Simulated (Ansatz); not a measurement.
SiO₂:
```xyz
6
Lattice="4.1848 0.0000 0.0000 0.0000 4.1848 0.0000 0.0000 0.0000 2.6684" Properties=species:S:1:pos:R:3 pbc="T T T"
Si     2.0924     2.0924     1.3342
Si     0.0000     0.0000     0.0000
O      2.9038     2.9038     0.0000
O      1.2810     1.2810     0.0000
O      3.3733     0.8114     1.3342
O      0.8114     3.3733     1.3342
```

Tensor components refer to the Cartesian frame of this cell.

Task: Give the high-frequency dielectric tensor and the Born effective charge tensors of the independent atoms from DFPT, r²SCAN (plane waves, PAW; program Ansatz).

Result: 
ε∞:
```
3.20  0.00  0.00
0.00  3.20  0.00
0.00  0.00  3.37
```
Z* of atom 1 (Si), rows: field, columns: displacement, in e:
```
 3.84  -0.36   0.00
-0.36   3.84   0.00
 0.00   0.00   4.08
```
Z* of atom 3 (O), rows: field, columns: displacement, in e:
```
-1.92  -0.58   0.00
-0.58  -1.92   0.00
 0.00   0.00  -2.04
```

Static charges for comparison (Bader): Si1 +3.35, O3 -1.67 e. Born charges measure polarisation by displacement and can exceed these by far.

Space group P4_2/mnm (rutile). This is a known high-pressure phase of the composition, computed here at zero pressure and temperature. Symmetry was held in the r²SCAN relaxation; its stability against distortions is not shown here.

Potentials: the earlier of the program's two PAW sets.
